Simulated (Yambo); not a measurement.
# Optical response of CsCaBr₃

```
CELL_PARAMETERS angstrom
      5.70867     0.00000     0.00000
      0.00000     5.70867     0.00000
      0.00000     0.00000     5.70867
ATOMIC_POSITIONS crystal
  Ca 0.50000 0.50000 0.50000
  Br 0.50000 0.00000 0.50000
  Br 0.00000 0.50000 0.50000
  Br 0.50000 0.50000 0.00000
  Cs 0.00000 0.00000 0.00000
```

Yambo, RPA with local fields on PBEsol bands; 4×4×4 mesh, 128 bands, 3 Ry local-field block, 0.2 eV broadening; field along x.

```tsv
E (eV)	Im ε	Re ε	Im ε, independent particles
0.0	0.00	2.90	0.00
0.6	0.01	2.91	0.01
1.2	0.02	2.95	0.02
1.9	0.03	3.02	0.04
2.5	0.04	3.12	0.06
3.1	0.07	3.29	0.09
3.8	0.12	3.57	0.16
4.4	0.35	4.09	0.43
5.0	0.90	4.79	1.28
5.6	2.75	5.21	4.09
6.2	3.49	2.20	4.01
6.9	2.59	2.19	3.22
7.5	2.88	2.00	3.85
8.1	3.04	0.91	3.72
8.8	2.01	1.06	2.55
9.4	1.76	0.24	1.90
10.0	1.27	1.06	1.90
10.6	1.45	1.02	2.10
11.2	1.56	1.02	2.13
11.9	1.35	0.77	1.90
12.5	1.55	0.90	2.39
13.1	1.37	0.85	2.49
13.8	1.39	0.56	2.41
14.4	1.08	0.60	2.59
15.0	0.94	0.81	1.40
15.6	1.16	0.66	1.03
16.2	1.03	0.39	0.87
16.9	0.71	0.61	0.91
17.5	1.07	0.56	0.71
18.1	0.68	0.44	0.60
18.8	0.64	0.45	0.47
19.4	0.58	0.57	0.50
20.0	0.52	0.51	0.37
```

Peak heights and small wiggles depend on the k mesh. Convergence of the RPA response with its 4×4×4 mesh was not tested. No excitonic effects at this level.

The cell is held in this high symmetry; tilts and polar distortions were not searched.

Spin-orbit coupling is not included.

Geometry of the Materials Project entry, not relaxed at this level.

The structure is a Materials Project entry; no match was found in the copy of COD used, and its stability was not checked.
